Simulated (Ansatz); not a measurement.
Take a crystal in which Sr has been replaced by Mg on all its sites, with the cell rescaled by a rough guess (in some cases also distorted within its space group) and nothing relaxed:

```cif
data_structure
_symmetry_space_group_name_H-M 'P 1'
_symmetry_Int_Tables_number 1
_cell_length_a 3.6061
_cell_length_b 3.6061
_cell_length_c 9.0714
_cell_angle_alpha 101.594
_cell_angle_beta 101.594
_cell_angle_gamma 60.050
_cell_volume 99.42
loop_
_atom_site_label
_atom_site_type_symbol
_atom_site_fract_x
_atom_site_fract_y
_atom_site_fract_z
_atom_site_occupancy
Mg1 Mg 0.00000 0.00000 0.50000 1
Mg2 Mg 0.22234 0.22234 0.16667 1
Mg3 Mg 0.77766 0.77766 0.83333 1
```

Theory: DFT PBEsol, scalar-relativistic, plane waves, PAW (Ansatz).

Plane waves to 420 eV, a k mesh through Γ of 14×14×6 on the computed 3-atom cell and Gaussian smearing (0.10 eV); no spin polarisation.

Q: What pressure does the cell carry?

A: The pressure is -6.4 GPa (positive in compression), so the cell would contract.

Q: Is it a metal on this mesh?

A: Yes, a band crosses the Fermi level.

This form isn't the element's structure at ambient conditions.